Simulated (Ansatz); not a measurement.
Clamped-ion strain scan in Al2O3

Theory: Ansatz, DFT r2SCAN, scalar-relativistic, plane waves, PAW. Settings: plane waves to 500 eV, k-mesh 6×4×8 (Γ-centred), Gaussian smearing 0.05 eV. No spin polarisation. Energies are free energies at this smearing, counted from the undisturbed cell; pressure is positive in compression.

The undisturbed cell (relaxed at this level; this form isn't the usual structure):

```
CELL_PARAMETERS angstrom
4.62895 0.00000 0.00000
0.00000 9.60880 0.00000
0.00000 0.00000 2.99543
ATOMIC_POSITIONS crystal
Al 0.41496 0.33080 0.50000
Al 0.58504 0.66920 0.50000
Al 0.91496 0.16920 0.00000
Al 0.08504 0.83080 0.00000
O 0.73265 0.22260 0.50000
O 0.00000 0.00000 0.00000
O 0.76735 0.72260 0.00000
O 0.23265 0.27740 0.00000
O 0.26735 0.77740 0.50000
O 0.50000 0.50000 0.50000
```

The cell is strained by ε times the Voigt pattern (1, -1, 0, 0, 0, 0) (xx, yy, zz, yz, xz, xy; engineering shear) with fractional coordinates fixed.

(ε, ΔE (meV/atom)): (-0.0400, 29.1), (-0.0300, 16.6), (-0.0200, 7.5), (-0.0100, 1.9), (0.0000, 0.0), (0.0100, 2.0), (0.0200, 8.2), (0.0300, 18.6), (0.0350, 25.6), (0.0400, 33.7)